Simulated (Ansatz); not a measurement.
Here is an unrelaxed guess for Ge₃P₄.

```
Ge P
1.0
    -4.16298    4.16298    4.16298
     4.16298   -4.16298    4.16298
     4.16298    4.16298   -4.16298
Ge P
6 8
Direct
  0.25000 0.12500 0.87500
  0.87500 0.25000 0.12500
  0.75000 0.37500 0.62500
  0.62500 0.75000 0.37500
  0.12500 0.87500 0.25000
  0.37500 0.62500 0.75000
  0.55520 0.55520 0.55520
  0.44480 0.50000 0.00000
  0.50000 0.00000 0.94480
  0.00000 0.44480 0.50000
  0.94480 0.50000 0.00000
  0.05520 0.05520 0.05520
  0.00000 0.94480 0.50000
  0.50000 0.00000 0.44480
```

These are results of DFT PBE, scalar-relativistic, plane waves, PAW in Ansatz, not measurements. Cutoff 420 eV; k points 4×4×4 on the computed 14-atom cell (Γ-centred); Gaussian smearing, width 0.10 eV; no spin polarisation.

Energies over the elements count from the elements' standard structures at the same level, with no fitted energy shifts. The references include black phosphorus.

Problem. What does a single point on this coarse mesh give?

Solution. The pressure is 8.0 GPa (it wants to expand), the largest force is 0.62 eV/Å, and the energy is +0.41 eV/atom against the elements. The shortest distance is 2.26 Å.

Problem. How much does it gain on relaxing, and where does it end?

Solution. Relaxing gains about 0.21 eV/atom (the start's value is from the coarse mesh, so the gain is rough) in 12 ionic steps and ends at +0.19 eV/atom on the finer mesh. The symmetry stays I-43d (No. 220). The volume per atom grows by 1.1 %, from 20.6 to 20.8 Å³. The shortest distance goes from 2.26 Å (Ge–P) to 2.38 Å (Ge–P). Conventional cell: a = 8.356 Å. Around Ge lie 4 P at 2.38 Å; P is surrounded by 3 Ge at 2.38 Å.

The last run used a 6×6×6 mesh for its 14-atom cell and Gaussian smearing of 0.10 eV. The reference form of P is held partly by dispersion forces, which this level lacks. The relaxation can't lower the symmetry of the start. Symmetry constrained the relaxation, so the result can be a saddle point.
